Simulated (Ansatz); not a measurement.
HfO₂:
```cif
data_Hf2O4
_chemical_formula_sum 'Hf2 O4'
_space_group_name_H-M_alt 'P42/mnm'
_space_group_IT_number 136
_space_group_name_Hall '-P 4n 2n'
_cell_length_a 4.83851
_cell_length_b 4.83851
_cell_length_c 3.22052
_cell_angle_alpha 90.000
_cell_angle_beta 90.000
_cell_angle_gamma 90.000
loop_
_atom_site_label
_atom_site_type_symbol
_atom_site_symmetry_multiplicity
_atom_site_Wyckoff_symbol
_atom_site_fract_x
_atom_site_fract_y
_atom_site_fract_z
_atom_site_occupancy
Hf1 Hf 2 a 0.00000 0.00000 0.00000 1
O1 O 4 f 0.30508 0.30508 0.00000 1
```

Relaxed with r²SCAN.

### Question
Which orbitals make up the states near the band edges in r²SCAN in the plane-wave PAW code Ansatz?

### Answer
Top 1 eV of the valence band: O 2p 95 %. Bottom 1 eV of the conduction band: Hf 5d 85 %, O 2p 9 %. Projections are on Löwdin-orthogonalised atomic valence shells; empty p or d shells of many metals are not among them.

### Question
Tabulate the density of states.

### Answer
States/eV per cell of 6 atoms, in 0.25 eV bins, energy from the valence-band maximum.

| E (eV) | total | O 2p | Hf 5d | Hf 6s |
|---|---|---|---|---|
| -7.85 | 0.00 | 0.00 | 0.00 | 0.00 |
| -7.60 | 0.00 | 0.00 | 0.00 | 0.00 |
| -7.35 | 0.00 | 0.00 | 0.00 | 0.00 |
| -7.10 | 0.00 | 0.00 | 0.00 | 0.00 |
| -6.85 | 0.00 | 0.00 | 0.00 | 0.00 |
| -6.60 | 0.00 | 0.00 | 0.00 | 0.00 |
| -6.35 | 0.00 | 0.00 | 0.00 | 0.00 |
| -6.10 | 0.00 | 0.00 | 0.00 | 0.00 |
| -5.85 | 0.00 | 0.00 | 0.00 | 0.00 |
| -5.60 | 0.00 | 0.00 | 0.00 | 0.00 |
| -5.35 | 0.22 | 0.15 | 0.05 | 0.02 |
| -5.10 | 1.17 | 0.78 | 0.28 | 0.08 |
| -4.85 | 1.42 | 0.97 | 0.34 | 0.08 |
| -4.60 | 2.69 | 1.84 | 0.63 | 0.15 |
| -4.35 | 5.08 | 3.58 | 1.08 | 0.30 |
| -4.10 | 4.73 | 3.35 | 1.06 | 0.20 |
| -3.85 | 6.77 | 4.89 | 1.66 | 0.08 |
| -3.60 | 9.89 | 7.24 | 2.35 | 0.11 |
| -3.35 | 2.73 | 2.04 | 0.57 | 0.04 |
| -3.10 | 3.98 | 3.05 | 0.70 | 0.08 |
| -2.85 | 3.28 | 2.59 | 0.51 | 0.06 |
| -2.60 | 4.31 | 3.45 | 0.59 | 0.08 |
| -2.35 | 4.11 | 3.41 | 0.47 | 0.06 |
| -2.10 | 4.39 | 3.74 | 0.40 | 0.04 |
| -1.85 | 7.76 | 6.78 | 0.59 | 0.04 |
| -1.60 | 6.67 | 5.85 | 0.55 | 0.03 |
| -1.35 | 6.87 | 6.11 | 0.53 | 0.02 |
| -1.10 | 6.73 | 6.19 | 0.33 | 0.01 |
| -0.85 | 7.15 | 6.70 | 0.24 | 0.01 |
| -0.60 | 4.43 | 4.24 | 0.08 | 0.00 |
| -0.35 | 1.23 | 1.20 | 0.01 | 0.00 |
| -0.10 | 0.40 | 0.39 | 0.00 | 0.00 |
| 0.15 | 0.00 | 0.00 | 0.00 | 0.00 |
| 0.40 | 0.00 | 0.00 | 0.00 | 0.00 |
| 0.65 | 0.00 | 0.00 | 0.00 | 0.00 |
| 0.90 | 0.00 | 0.00 | 0.00 | 0.00 |
| 1.15 | 0.00 | 0.00 | 0.00 | 0.00 |
| 1.40 | 0.00 | 0.00 | 0.00 | 0.00 |
| 1.65 | 0.00 | 0.00 | 0.00 | 0.00 |
| 1.90 | 0.00 | 0.00 | 0.00 | 0.00 |
| 2.15 | 0.00 | 0.00 | 0.00 | 0.00 |
| 2.40 | 0.00 | 0.00 | 0.00 | 0.00 |
| 2.65 | 0.00 | 0.00 | 0.00 | 0.00 |
| 2.90 | 0.00 | 0.00 | 0.00 | 0.00 |
| 3.15 | 0.00 | 0.00 | 0.00 | 0.00 |
| 3.40 | 0.00 | 0.00 | 0.00 | 0.00 |
| 3.65 | 0.00 | 0.00 | 0.00 | 0.00 |
| 3.90 | 0.00 | 0.00 | 0.00 | 0.00 |
| 4.15 | 0.00 | 0.00 | 0.00 | 0.00 |
| 4.40 | 0.00 | 0.00 | 0.00 | 0.00 |
| 4.65 | 0.19 | 0.02 | 0.15 | 0.02 |
| 4.90 | 2.36 | 0.18 | 2.02 | 0.12 |
| 5.15 | 4.18 | 0.37 | 3.55 | 0.17 |
| 5.40 | 3.81 | 0.37 | 3.25 | 0.11 |
| 5.65 | 3.79 | 0.43 | 3.19 | 0.07 |
| 5.90 | 3.16 | 0.36 | 2.68 | 0.03 |
| 6.15 | 5.04 | 0.52 | 4.34 | 0.05 |
| 6.40 | 6.17 | 0.77 | 5.17 | 0.06 |
| 6.65 | 5.86 | 0.80 | 4.84 | 0.06 |
| 6.90 | 4.70 | 0.68 | 3.79 | 0.07 |
| 7.15 | 3.68 | 0.68 | 2.72 | 0.09 |
| 7.40 | 3.71 | 0.86 | 2.47 | 0.12 |
| 7.65 | 1.32 | 0.27 | 0.61 | 0.23 |
| 7.90 | 0.33 | 0.08 | 0.15 | 0.05 |
| 8.15 | 1.04 | 0.19 | 0.36 | 0.28 |
| 8.40 | 0.78 | 0.08 | 0.20 | 0.31 |
| 8.65 | 1.11 | 0.08 | 0.31 | 0.41 |
| 8.90 | 1.45 | 0.09 | 0.50 | 0.43 |
| 9.15 | 1.25 | 0.06 | 0.59 | 0.22 |
| 9.40 | 2.09 | 0.12 | 0.98 | 0.35 |

Space group P4_2/mnm (rutile). The workflow started from a Materials Project entry (that database holds measured and hypothetical structures alike); the Crystallography Open Database copy checked does not list it. It is not the phase usual at ambient conditions (space group No. 14, 29). The cell was relaxed with r²SCAN under the symmetry of its start; of distortions, only those at the zone centre were tested. No spin polarisation was allowed. Scalar-relativistic: spin–orbit coupling is off unless named, which matters more the heavier the elements.

Potentials: the earlier of the program's two PAW sets.
